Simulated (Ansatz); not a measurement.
CdSiN$_{2}$:
```
CELL_PARAMETERS angstrom
      1.46071     0.84334     5.54171
     -1.46071     0.84334     5.54171
      0.00000    -1.68668     5.54171
ATOMIC_POSITIONS crystal
  Cd 0.00000 0.00000 0.00000
  Si 0.50000 0.50000 0.50000
  N  0.77444 0.77444 0.77444
  N  0.22556 0.22556 0.22556
```

Relaxed with PBE. Special points in fractions of this cell's reciprocal vectors: Γ (0.000, 0.000, 0.000); T (0.500, 0.500, 0.500); H2 (0.818, 0.182, 0.500); H0 (0.500, -0.182, 0.182); L (0.500, 0.000, 0.000); S0 (0.341, -0.341, 0.000); S2 (0.659, 0.000, 0.341); F (0.500, 0.000, 0.500).

### Question
List the band energies nearest the valence-band maximum at these points for PBE (plane waves, PAW; program Ansatz).

### Answer
In eV from the valence-band maximum; about four levels below and three above (degenerate sets whole), none deeper than 8.9 eV; points with the same levels are listed once.

| k | below | above |
|---|---|---|
| Γ | -1.27 -1.27 -0.71 -0.71 | 0.97 5.44 6.69 |
| T | -1.46 -1.46 -0.54 -0.54 | 3.63 4.79 6.13 |
| H2 | -5.10 -3.89 -1.31 -1.30 | 4.14 4.81 5.93 |
| L | -3.24 -3.11 -2.39 -1.18 | 3.47 4.32 4.96 |
| S0 | -5.12 -3.94 -1.33 -1.31 | 4.16 5.32 5.52 |
| F | -3.62 -3.05 -0.66 -0.59 | 2.17 2.68 6.20 |

Space group R-3m. The start of the workflow was typed in or built on a structure type; neither database checked (COD, Materials Project) lists it. Its standing as an ambient phase is unchecked. The PBE relaxation kept the symmetry of its start; whether a distortion lowers the energy is not shown. Scalar-relativistic: spin–orbit coupling is off unless named, which matters more the heavier the elements.

Potentials: the later of the program's two PAW sets.
